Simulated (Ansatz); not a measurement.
Cu Kα1 powder pattern (kinematic, no thermal factors).
```
2θ (°)  relative intensity  assignment
 17.73                   2       1 0 0
 25.18                   3       1 1 0
 30.96                 100       1 1 1
 35.90                  35       2 0 0
 40.31                   2       2 1 0
 44.35                   1       2 1 1
 51.68                  43       2 2 0
 61.47                  39       3 1 1
 64.53                   9       2 2 2
 76.11                   6       4 0 0
 84.40                  16       3 3 1
 87.13                  12       4 2 0
```

The pattern is computed from a structure relaxed with Ansatz 0.2.0, DFT PBE, scalar-relativistic, plane waves, PAW. No spin polarisation. Its elements are Cd, O, Zn.

Give the structure.

ZnCd$_{3}$O$_{4}$.
Space group P-43m (No. 215). a = 4.999 Å, b = 4.999 Å, c = 4.999 Å, α = 90.00°, β = 90.00°, γ = 90.00°
```csv
atom,site,symmetry,x,y,z
Zn,1a,-43m,0.0000,0.0000,0.0000
Cd,3c,-42.m,0.0000,0.5000,0.5000
O,4e,.3m,0.7678,0.7678,0.2322
```

A pattern alone doesn't exclude other cells with like lines; this is the one computed.

It was reached by relaxing an invented guess, and it needn't be the stable form of this composition.
